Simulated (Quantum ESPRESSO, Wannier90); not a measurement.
**Tight-binding from DFT: GaS (R-3m)**

```xyz
4
Lattice="-1.8018 3.1209 0.0000 -3.6036 0.0000 0.0000 -1.8018 1.0403 7.9893" Properties=species:S:1:pos:R:3 pbc="T T T"
Ga     0.0000     0.0000    -1.2180
Ga     0.0000     0.0000     1.2180
S      1.8018    -1.0403    -2.2837
S     -1.8018     1.0403     2.2837
```

Materials Project entry mp-9889; symmetrised, unrelaxed at this level. Not found in the COD (Crystallography Open Database) copy used, which has the formula in other groups; not checked further. Level: LDA, no spin polarisation, no spin-orbit coupling; pw.x of Quantum ESPRESSO at 64 Ry with PseudoDojo potentials, 8×8×8 k-points, Wannier90. Density: 10×10×10 mesh, cold smearing 0.01 Ry. The cell is built of weakly bound layers, chains or molecules, whose nearest atoms lie 4.00 Å apart. Database cells relaxed without dispersion often hold them too far apart, which can enlarge gaps and weakens couplings between them; spacing and stacking were not compared with the measured crystal.

A tight-binding model is made by disentanglement and projection with no localisation steps (num_iter = 0), so the 16 orbitals stay atom-like: hydrogen-like Ga: s;p; S: s;p, axes along x, y, z; frozen window up to 2.94 eV relative to the valence-band maximum. It follows pw.x to 3.5 meV rms for states up to 2.4 eV relative to the valence-band maximum. Matrix elements depend on this choice of orbitals and windows.

Q: Which pairs of orbitals on different sites are coupled most strongly? Give distance, modulus and how many such pairs a cell has.

A: 
```
orbital  orbital  distance of the centres (Å)  modulus (eV)  pairs
-------  -------  ---------------------------  ------------  -----
Ga pz       Ga s                         2.73          2.45      2
Ga pz      Ga pz                         3.01          2.43      1
Ga s        S py                         2.46          2.08      2
Ga py       S py                         2.57          2.06      2
Ga py        S s                         2.39          2.04      2
Ga s        S px                         2.41          1.80      4
Ga px        S s                         2.36          1.77      4
Ga s        Ga s                         2.45          1.67      1
Ga pz       S py                         2.35          1.58      2
Ga px      Ga px                         2.29          1.42      1
Ga py      Ga py                         2.29          1.42      1
Ga py       S pz                         2.48          1.42      2
Ga s         S s                         2.28          1.41      6
Ga pz       S px                         2.29          1.36      4
Ga py       S px                         2.41          1.31      4
Ga px       S py                         2.38          1.31      4
Ga px       S px                         2.49          1.31      4
Ga px       S pz                         2.45          1.23      4
Ga pz        S s                         2.18          1.19      6
Ga s        S py                         2.31          1.04      4
Ga s        S pz                         2.37          1.04      6
Ga py        S s                         2.29          1.02      4
Ga px       S px                         2.24          0.96      2
Ga pz       S py                         2.19          0.79      4
Ga px      Ga px                         3.60          0.72      2
Ga py       S pz                         2.38          0.71      4
Ga px      Ga py                         3.47          0.66      4
Ga py      Ga py                         3.60          0.49      4
Ga pz       S pz                         2.25          0.37      6
Ga py      Ga pz                         3.55          0.32      4
```
